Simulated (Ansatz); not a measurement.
Starting cell, ZnS (wurtzite):

```
CELL_PARAMETERS angstrom
      3.80610     0.00000     0.00000
     -1.90305     3.29618     0.00000
      0.00000     0.00000     6.24474
ATOMIC_POSITIONS crystal
  Zn 0.66667 0.33333 0.99975
  Zn 0.33333 0.66667 0.49975
  S  0.66667 0.33333 0.62545
  S  0.33333 0.66667 0.12545
```

In this cell atom 3 (S, nearest neighbour Zn at 2.333 Å; its periodic images, 3.8 Å or more away, move with it) is moved by s along Cartesian z, unit vector (0.000, 0.000, 1.000); all other atoms and the cell stay fixed.

Method: r2SCAN (plane waves to 500 eV, PAW, scalar-relativistic; Ansatz, an electronic-structure program). k mesh 8×8×5 (Γ-centred), Fermi-Dirac smearing 0.05 eV. E stands for the smeared free energy. Compression counts positive. ZnS was relaxed with its symmetry unable to fall. The zero of ΔE is the undisplaced structure.

Question: Estimate the ΔE (meV/cell) and P (GPa) for s (Å) = -0.138, -0.092, -0.046, 0.092, 0.138, 0.230.

Answer: 
| s (Å) | ΔE (meV/cell) | P (GPa) |
|---|---|---|
| -0.138 | 80 | 0.42 |
| -0.092 | 37 | 0.21 |
| -0.046 | 10 | 0.07 |
| 0.092 | 44 | 0.16 |
| 0.138 | 105 | 0.41 |
| 0.230 | 322 | 1.35 |

(A displaced cell: forces are minus the slopes of the energy, force constants its curvatures, and phonons follow from these.)
